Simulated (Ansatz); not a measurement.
Zone-centre phonons of ZnAg at 6 GPa: input and output

Theory: DFT LDA, scalar-relativistic, plane waves, PAW in Ansatz 0.2.0.

Launched with:
```bash
ansatz run input.yaml --threads 1 --pin off --max-ram 3072MiB --backend cpu --events-out ev --progress --plain --runs-dir out
```

Input (bare energies are in eV):
```yaml
crystal:
  lattice:
    - [3.0353515575, 0.0, 0.0]
    - [0.0, 3.0353515575, 0.0]
    - [0.0, 0.0, 3.0353515575]
  atoms:
    - { symbol: Zn, position: [0.5, 0.5, 0.5] }
    - { symbol: Ag, position: [0.0, 0.0, 0.0] }
basis:
  ecutwfc: 420
kpoints:
  mp_grid: { grid: [14, 14, 14] }
hamiltonian:
  xc: lda
scf:
  occupations: { method: fermi_dirac, width: 0.15 }
output:
  eigenvalues: true
phonons:
  method: dfpt
  eigenvectors: true
```

The end of the output:
```
--- Phonons (Γ-DFPT): 2 representative perturbations + reference, on 288 of 2744 k-points (Σ response iterations 7) ---
  k mesh reduced under 8 symmetry operations, with k and −k counted as one. Each operation leaves every solved perturbation unchanged. A smaller set is not used because it would not reduce the number of displacements ...
  ASR residual: 8.831e-5 → 0.000e0 eV/Å²; symmetrization residual: 2.267e-6 eV/Å²
  ASR residual per site (eV/Å²): 1.11e-5 8.83e-5
  Γ frequencies (cm⁻¹): 0.00 0.00 0.00 186.85 186.85 186.85
  non-analytic LO–TO correction: not included (Born effective charges unavailable; polar crystals: no LO–TO splitting at Γ)
```

It took 50 s on 1 thread of Arm Neoverse V1, on a shared host, peak memory 0.74 GiB.

In a metal, frequencies and elastic constants depend on the k mesh and the smearing, soft modes and shear constants most. Other phases may be more stable at this pressure.